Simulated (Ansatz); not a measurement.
An Ansatz (a first-principles code) run. Input:

Ansatz 0.2 input:
```yaml
crystal:
  lattice:
    - [5.0530208898, 0.0, 0.0]
    - [0.0, 5.0530208898, 0.0]
    - [0.0, 0.0, 5.0530208898]
  atoms:
    - { symbol: W, position: [0.0, 0.0, 0.0] }
    - { symbol: W, position: [0.5, 0.5, 0.5] }
    - { symbol: W, position: [0.0, 0.5, 0.25] }
    - { symbol: W, position: [0.0, 0.5, 0.75] }
    - { symbol: W, position: [0.25, 0.0, 0.5] }
    - { symbol: W, position: [0.75, 0.0, 0.5] }
    - { symbol: W, position: [0.5, 0.75, 0.0] }
    - { symbol: W, position: [0.5, 0.25, 0.0] }
kpoints:
  mp_grid: { grid: [17, 17, 17] }
hamiltonian:
  xc: r2scan
  pseudopotentials: { kind: paw }
scf:
  occupations: { method: fermi_dirac, width: 0.1 }
elastic: { mode: relaxed_ion, stencil: two_point, amplitude: 0.005, f_tol: 0.0005 }
```

Output (shortened):

```
Pseudopotentials: kind: paw
Pseudopotential: W, paw, valence charge 14
Functional definition: r2SCAN
Crystal: 8 atoms, lattice volume = 129.019 Å³
Basis set: ecut = 500 eV, 3239 PW (Γ), exchange–correlation on 160×160×160 points (64 copies of the dense FFT grid, shifted against one another)
Bands: 68, of which v1, the nominal top of the filled ones, is band 56 counted from 1 (55 counted from 0)
Symmetry: 48 space group operations
Space group: Pm-3n (ITA 223), of the structure as read, at distance tolerance 5.1e-5 Å
k-points: 165 of 4913
PAW frozen core: W, regenerated for the run's functional
Initial wavefunctions: pseudopotential atomic-orbital guess
Eigensolver: davidson
Functional: x = r2scan, c = r2scan; τ floored in thin density (d = 2e-4 eV/Å³)
all-band conjugate gradients solve this SCF's bands
SCF 1 converged in 11 iterations: F = -83177.548100 eV  dr2 = 1.93e-14
Crystal: 8 atoms, lattice volume = 129.019 Å³
Initial density: handed on by an earlier stage of this run
Initial wavefunctions: those handed on with the density
SCF 2 converged in 2 iterations: F = -83177.548100 eV  dr2 = 2.81e-15
Crystal: 8 atoms, lattice volume = 128.374 Å³
Symmetry: 16 space group operations
k-points: 405 of 4913
Initial wavefunctions: pseudopotential atomic-orbital guess (no wavefunctions were taken with the density)
SCF 3 converged in 11 iterations: F = -83177.541000 eV  dr2 = 5.68e-14
relax step   1: F+E_penalty+E_count = -83177.54100045 eV  Δ(F+E_penalty+E_count) = +0.000e0 eV  max|allowed force component| = 3.190e-3 eV/Å  Δτ_max = 0.0000 Å  (11 SCF iters, accepted)
density extrapolation: transplant  |δρ|_rms = 5.232e-2 e/Å³  SAD shift = 2.305e-4 e/Å³
Crystal: 8 atoms, lattice volume = 128.374 Å³
SCF 4 converged in 8 iterations: F = -83177.541001 eV  dr2 = 8.60e-14
relax step   2: F+E_penalty+E_count = -83177.54100059 eV  Δ(F+E_penalty+E_count) = -1.424e-7 eV  max|allowed force component| = 2.681e-3 eV/Å  Δτ_max = 0.0001 Å  (8 SCF iters, accepted)
density extrapolation: transplant  |δρ|_rms = 5.232e-2 e/Å³  SAD shift = 1.052e-4 e/Å³
Crystal: 8 atoms, lattice volume = 128.374 Å³
SCF 5 converged in 8 iterations: F = -83177.541001 eV  dr2 = 2.95e-14
relax step   3: F+E_penalty+E_count = -83177.54100093 eV  Δ(F+E_penalty+E_count) = -3.424e-7 eV  max|allowed force component| = 1.533e-7 eV/Å  Δτ_max = 0.0001 Å  (8 SCF iters, accepted)
Crystal: 8 atoms, lattice volume = 128.374 Å³
SCF 6 converged in 2 iterations: F = -83177.541001 eV  dr2 = 1.25e-14
Crystal: 8 atoms, lattice volume = 129.664 Å³
Basis set: ecut = 500 eV, 3263 PW (Γ), exchange–correlation on 160×160×160 points (64 copies of the dense FFT grid, shifted against one another)
SCF 7 converged in 11 iterations: F = -83177.542518 eV  dr2 = 5.93e-14
relax step   1: F+E_penalty+E_count = -83177.54251818 eV  Δ(F+E_penalty+E_count) = +0.000e0 eV  max|allowed force component| = 2.357e-3 eV/Å  Δτ_max = 0.0000 Å  (11 SCF iters, accepted)
density extrapolation: transplant  |δρ|_rms = 5.221e-2 e/Å³  SAD shift = 9.206e-5 e/Å³
Crystal: 8 atoms, lattice volume = 129.664 Å³
SCF 8 converged in 8 iterations: F = -83177.542518 eV  dr2 = 2.27e-14
relax step   2: F+E_penalty+E_count = -83177.54251845 eV  Δ(F+E_penalty+E_count) = -2.709e-7 eV  max|allowed force component| = 5.574e-5 eV/Å  Δτ_max = 0.0001 Å  (8 SCF iters, accepted)
Crystal: 8 atoms, lattice volume = 129.664 Å³
SCF 9 converged in 2 iterations: F = -83177.542518 eV  dr2 = 9.74e-15
Crystal: 8 atoms, lattice volume = 129.018 Å³
Basis set: ecut = 500 eV, 3247 PW (Γ), exchange–correlation on 160×160×160 points (64 copies of the dense FFT grid, shifted against one another)
Symmetry: 8 space group operations
k-points: 729 of 4913
SCF 10 converged in 11 iterations: F = -83177.547065 eV  dr2 = 2.39e-14
relax step   1: F+E_penalty+E_count = -83177.54706507 eV  Δ(F+E_penalty+E_count) = +0.000e0 eV  max|allowed force component| = 7.681e-3 eV/Å  Δτ_max = 0.0000 Å  (11 SCF iters, accepted)
density extrapolation: transplant  |δρ|_rms = 5.227e-2 e/Å³  SAD shift = 2.453e-3 e/Å³
Crystal: 8 atoms, lattice volume = 129.018 Å³
SCF 11 converged in 10 iterations: F = -83177.547047 eV  dr2 = 1.26e-14
relax step   2: F+E_penalty+E_count = -83177.54704694 eV  Δ(F+E_penalty+E_count) = +1.813e-5 eV  max|allowed force component| = 1.363e-2 eV/Å  Δτ_max = 0.0015 Å  (10 SCF iters, rejected (line search))
density extrapolation: transplant  |δρ|_rms = 5.227e-2 e/Å³  SAD shift = 1.569e-3 e/Å³
Crystal: 8 atoms, lattice volume = 129.018 Å³
SCF 12 converged in 10 iterations: F = -83177.547074 eV  dr2 = 1.04e-14
relax step   3: F+E_penalty+E_count = -83177.54707350 eV  Δ(F+E_penalty+E_count) = -8.434e-6 eV  max|allowed force component| = 7.180e-6 eV/Å  Δτ_max = 0.0005 Å  (10 SCF iters, accepted)
Crystal: 8 atoms, lattice volume = 129.018 Å³
SCF 13 converged in 2 iterations: F = -83177.547074 eV  dr2 = 3.47e-15
Crystal: 8 atoms, lattice volume = 129.018 Å³
SCF 14 converged in 11 iterations: F = -83177.547065 eV  dr2 = 2.37e-14
relax step   1: F+E_penalty+E_count = -83177.54706507 eV  Δ(F+E_penalty+E_count) = +0.000e0 eV  max|allowed force component| = 7.681e-3 eV/Å  Δτ_max = 0.0000 Å  (11 SCF iters, accepted)
density extrapolation: transplant  |δρ|_rms = 5.227e-2 e/Å³  SAD shift = 2.453e-3 e/Å³
Crystal: 8 atoms, lattice volume = 129.018 Å³
SCF 15 converged in 10 iterations: F = -83177.547047 eV  dr2 = 1.26e-14
relax step   2: F+E_penalty+E_count = -83177.54704694 eV  Δ(F+E_penalty+E_count) = +1.813e-5 eV  max|allowed force component| = 1.363e-2 eV/Å  Δτ_max = 0.0015 Å  (10 SCF iters, rejected (line search))
density extrapolation: transplant  |δρ|_rms = 5.227e-2 e/Å³  SAD shift = 1.569e-3 e/Å³
Crystal: 8 atoms, lattice volume = 129.018 Å³
SCF 16 converged in 10 iterations: F = -83177.547074 eV  dr2 = 1.03e-14
relax step   3: F+E_penalty+E_count = -83177.54707350 eV  Δ(F+E_penalty+E_count) = -8.434e-6 eV  max|allowed force component| = 7.180e-6 eV/Å  Δτ_max = 0.0005 Å  (10 SCF iters, accepted)
Crystal: 8 atoms, lattice volume = 129.018 Å³
SCF 17 converged in 2 iterations: F = -83177.547074 eV  dr2 = 3.43e-15
SCF converged after 2 iterations
Free energy (F): -83177.548100 eV
Harris-Foulkes:  -83177.548100 eV  (|F-HF|=1.46e-11)
Internal energy: -83177.459118 eV  (E = F + TS)
E sigma→0 (E₀):  -83177.503609 eV
Entropy (-TS):   -0.088982 eV (-11.123 meV/atom)
Fermi energy:    21.819146 eV
--- Per-component energies (eV) ---
  E_band       = -815.640744
  E_kinetic    = 3603.699172
  E_local      = -4952.157219  (includes V_loc(G=0)·N_el)
  E_nonlocal   = 9.347978
  E_hartree    = 1779.930259
  E_xc         = -1991.855559
  E_vxc        = -2078.459855  (∫ρ·V_xc dr)
  E_paw        = -68745.171372  (= ΣΔE_a)
  E_vpaw       = -1065.212054  (= ΣTr[D̂ρ^β])
  E_aug_tail   = -0.000402  (compensation charges beyond the density's cutoff)
  E_vtau       = 107.281117  (kinetic-family band-sum trace: ∫τ·v_τ [+ j·A + Jᵃ·Aᵃ] dr)
  E_ewald      = -12876.548384
  E_core_change = -4.703590  (= ΣΔE_core)
  E_smearing   = -0.088982  (= −TS)
  E_closure    = 0.000000  (closes the sum)
  Σ components = -83177.548100   (vs F -83177.548100, Δ=0.00e0)
--- Forces (eV/Å), atoms counted from 1 ---
  atom   1  W      0.00000000     0.00000000     0.00000000
  atom   2  W      0.00000000     0.00000000     0.00000000
  atom   3  W      0.00000000     0.00000000     0.00000000
  atom   4  W      0.00000000     0.00000000     0.00000000
  atom   5  W      0.00000000     0.00000000     0.00000000
  atom   6  W      0.00000000     0.00000000     0.00000000
  atom   7  W      0.00000000     0.00000000     0.00000000
  atom   8  W      0.00000000     0.00000000     0.00000000
  max |Σ_I F_I| component: 3.59e-17 eV/Å
--- Stress (GPa, compression-positive) ---
        0.167869       0.000000       0.000000
        0.000000       0.167869       0.000000
        0.000000       0.000000       0.167869
  P = ⅓ Tr σ = 0.1679 GPa (1.679 kbar)
  The stress holds the Pulay correction. Without it, at fixed plane waves, as pw.x and ABINIT print it: P = 0.0802 GPa
  The stress includes an estimate of the error left by incomplete SCF convergence (largest component 0.0000 GPa).
--- Band table (eV; the first three rows and the last of 165) ---
  k-point 0: bands = ["-54.0772", "-54.0234", "-54.0234", "-53.8677", "-53.8677", "-53.8677", "-53.6501", "-53.6360", "-18.5954", "-18.5954", "-18.4417", "-18.0931", "-18.0931", "-18.0931", "-17.7379", "-17.7379", "-17.7379", "-17.5004", "-17.5004", …
  k-point 1: bands = ["-54.0764", "-54.0237", "-54.0225", "-53.8692", "-53.8677", "-53.8677", "-53.6501", "-53.6361", "-18.5964", "-18.5865", "-18.4384", "-18.0919", "-18.0919", "-18.0854", "-17.7432", "-17.7432", "-17.7318", "-17.4994", "-17.4958", …
  k-point 2: bands = ["-54.0739", "-54.0244", "-54.0196", "-53.8737", "-53.8677", "-53.8677", "-53.6498", "-53.6366", "-18.5992", "-18.5653", "-18.4235", "-18.0885", "-18.0885", "-18.0628", "-17.7572", "-17.7572", "-17.7145", "-17.4967", "-17.4844", …
  k-point 164: bands = ["-53.9621", "-53.9600", "-53.9600", "-53.9455", "-53.9455", "-53.9439", "-53.6502", "-53.6502", "-17.9415", "-17.9377", "-17.9377", "-17.8494", "-17.8494", "-17.8384", "-17.7810", "-17.7778", "-17.5231", "-17.5155", "-17.5155", …
  band table: 68 of 68 bands, residual norms ≤ 1.0e-3 eV
--- Elastic constants: 2 strain directions × 2 members + reference (group order 48) ---
  dense FFT box of the reference and of every strained cell: 40×40×40
  strains applied: 11, 23; error gains: componentwise 1.00 (the most a stress slope's error grows in a printed constant), spectral 1.73 (1 for all six strains …
  C = ∂σ_k/∂η_j (tension-positive GPa; Voigt order 11 22 33 23 13 12):
       629.869    157.674    157.674      0.000      0.000      0.000
       157.674    629.869    157.674      0.000      0.000      0.000
       157.674    157.674    629.869      0.000      0.000      0.000
         0.000      0.000      0.000    102.158      0.000      0.000
         0.000      0.000      0.000      0.000    102.158      0.000
         0.000      0.000      0.000      0.000      0.000    102.158
  reference stress σ⁰ (GPa):     -0.168     -0.168     -0.168      0.000      0.000      0.000
  moduli (Voigt/Reuss/Hill, GPa): K = 315.07/315.07/315.07   G = 155.73/132.14/143.94   E = 374.75   ν = 0.302
  mechanically stable: yes (min eigenvalue of sym C = 102.16 GPa)
  harmonic check of the ions' relaxations: strain 11: 1 pair too noisy to judge …
  the stresses are not corrected for the forces that the relaxations left standing (`elastic.f_tol`)
  strain η (Voigt 11):  stress-route row diagonal C_11 = 629.87 GPa, energy-path curvature d²(F+E_count+ΔE)/dδ²/Ω₀ = 629.83 GPa
         δ    σ_11 (GPa)             F (eV)   n_scf  n_hpsi   n_pw
    -5.000e-3      -3.3790      -83177.5410009       2  228063   3286   relax 3 steps, max|allowed force component| 1.53e-7 eV/Å
     5.000e-3       2.9197      -83177.5425184       2  228278   3316   relax 2 steps, max|allowed force component| 5.57e-5 eV/Å
  strain η (Voigt 23):  stress-route row diagonal C_44 = 102.16 GPa, energy-path curvature d²(F+E_count+ΔE)/dδ²/Ω₀ = 102.23 GPa
         δ    σ_23 (GPa)             F (eV)   n_scf  n_hpsi   n_pw
    -5.000e-3      -0.5108      -83177.5470735       2  412608   3306   relax 3 steps, max|allowed force component| 7.18e-6 eV/Å
     5.000e-3       0.5108      -83177.5470735       2  412661   3306   relax 3 steps, max|allowed force component| 7.18e-6 eV/Å
```

Cost: around 90 core-minutes (rough) on shared cores.

The workflow started from an entry of the Crystallography Open Database (COD), which files this formula under 6 space groups. It is not the phase usual at ambient conditions (space group No. 229). Symmetry was held in the r²SCAN relaxation; of distortions, only those at the zone centre were tested. No spin polarisation was allowed. As this level gives no gap, shear constants depend on the k-mesh and smearing (Fermi–Dirac, 0.1 eV here). Spin–orbit coupling is left out wherever it is not named.

Potentials: the later of the program's two PAW sets.

Ansatz is a plane-wave DFT program.
